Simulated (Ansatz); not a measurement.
SiRu:
Space group P2₁3 (No. 198); a = b = c = 4.7047 Å, α = β = γ = 90.00°

| atom | site | symmetry | x | y | z |
|---|---|---|---|---|---|
| Ru | 4a | .3. | 0.1294 | 0.1294 | 0.1294 |
| Si | 4a | .3. | 0.8376 | 0.8376 | 0.8376 |

Relaxed with r²SCAN. 

Task: HSE06 on this cell (Ansatz, a quantum-chemistry and plane-wave program, PAW) gives a gap of 0.75 eV. What does r²SCAN give?

Result: 0.29 eV.

Cost on shared cores: the r²SCAN run (SCF on a 6×6×6 mesh, then bands and DOS) roughly 4 core-minutes, the HSE06 run (SCF on 4×4×4, then a few points) around 3 core-minutes (rough); the tasks are unlike.

Space group P2_13. The cell was relaxed with r²SCAN under the symmetry of its start. The run is not spin-polarised. Spin–orbit coupling is left out wherever it is not named.

Potentials: the later of the program's two PAW sets.

Ansatz is a plane-wave DFT program.
